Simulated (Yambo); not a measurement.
```
CELL_PARAMETERS angstrom
      0.00000     2.16660     2.16660
      2.16660     0.00000     2.16660
      2.16660     2.16660     0.00000
ATOMIC_POSITIONS crystal
  N  0.25000 0.25000 0.25000
  Al 0.00000 0.00000 0.00000
```

AlN (zinc blende, space group F-43m, No. 216): mean Im ε in 1 eV windows above the direct gap of 6.09 eV, for different electron-hole kernels (Yambo, broadening 0.15 eV, LDA (Quantum ESPRESSO, PseudoDojo norm-conserving, 84 Ry, scalar-relativistic) bands; 10×10×10 mesh, 3 valence and 1 conduction bands, static screening with 10 bands and a 4 Ry block, scissor 1.63 eV, Tamm-Dancoff; field along x).

```json
[
 {"window (eV)": "6.1 to 7.1", "independent quasiparticles": "1.3", "RPA (no attraction)": "1.1", "TDDFT, adiabatic LDA kernel": "1.2", "BSE": "6.7"},
 {"window (eV)": "7.1 to 8.1", "independent quasiparticles": "3.8", "RPA (no attraction)": "3.0", "TDDFT, adiabatic LDA kernel": "3.5", "BSE": "6.9"},
 {"window (eV)": "8.1 to 9.1", "independent quasiparticles": "6.2", "RPA (no attraction)": "5.3", "TDDFT, adiabatic LDA kernel": "6.0", "BSE": "5.4"},
 {"window (eV)": "9.1 to 10.1", "independent quasiparticles": "7.1", "RPA (no attraction)": "7.4", "TDDFT, adiabatic LDA kernel": "7.3", "BSE": "2.6"},
 {"window (eV)": "10.1 to 11.1", "independent quasiparticles": "3.5", "RPA (no attraction)": "4.0", "TDDFT, adiabatic LDA kernel": "3.6", "BSE": "1.0"}
]
```

This run doesn't resolve bound excitons or single peaks, so only averages are given, and they too depend on the mesh; weight that the attraction moves below the gap isn't listed. All transitions below 11.14 eV are in the band window. The scissor comes from a G0W0 run whose convergence isn't established.

Geometry relaxed with LDA.

This is not the ordinary phase of the substance; no match was found in the copy of COD used, and its stability was not checked.
